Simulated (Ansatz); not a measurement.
Surface calculation: bcc Rb (211), 5 layers

The slab is cut from the bcc crystal, the stable phase, as relaxed on PAW files (77.51 Å³/atom), with 20 Å of vacuum and a dipole correction:

```
Rb
1.0
     4.65224    0.00000    0.00000
     0.00000    7.59707    0.00000
     0.00000    0.00000   28.77230
Rb
5
Direct
  0.16667 0.00000 0.34756
  0.83333 0.50000 0.42378
  0.50000 0.00000 0.50000
  0.16667 0.50000 0.57622
  0.83333 0.00000 0.65244
```

Computed with Ansatz 0.2.0; functional LDA, scalar-relativistic. Settings: a Γ-centred 9×6×1 k mesh, Fermi–Dirac smearing of 0.1 eV, no spin polarisation. Methods: LAPW: all electrons, basis error target 1 meV/atom; PAW: frozen-core files, cutoff 420 eV.

The bulk energy comes from a cell in the slab's orientation on a 9×6×3 mesh. The surface energy is (E(slab) − N·E(bulk))/2A at zero smearing, the mean of both faces; thin slabs carry quantum-size effects.

The PAW files were made under PBE. The cell is 1×1, so reconstructions are forbidden, and in slabs of four or five layers the relaxations can be far larger than at a real surface.

Task: As cut, the LAPW slab lies 0.551 eV above 5 atoms of bulk. What surface energy is that?

Result: Over two faces of 35.34 Å² it is 7.8 meV/Å², and times 16.02 J/m² per eV/Å² that gives γ = 0.125 J/m².

```
method  γ as cut (J/m²)  γ relaxed (J/m²)  Φ as cut (eV)  Φ relaxed (eV)
  LAPW            0.125                 ?           2.37            2.37
```

Task: Give the missing entry: row "LAPW", column "γ relaxed (J/m²)".

Result: 0.122.

Task: How do the spacings between the planes relax?

Result: From the bottom face up: d12 -3.9 % of 2.193 Å, d23 +2.3 % of 2.193 Å, d34 +2.3 % of 2.193 Å, d45 -3.9 % of 2.193 Å.

Task: What changes if the vacuum is set to 9 Å?

Result: LAPW then gives: no gap, work function 2.33 (top) and 2.39 (bottom) eV; PAW: no gap, work function 2.39 eV. The program warns that the vacuum is too thin.

Task: In the relaxed 1×1 cell, replace the outer, then the middle Rb by Sr, which changes a whole layer. What shift does this Z+1 picture give?

Result: E(outer) − E(middle) = +0.32 eV by LAPW and +0.32 eV by PAW; a positive value puts the surface line at higher binding energy.
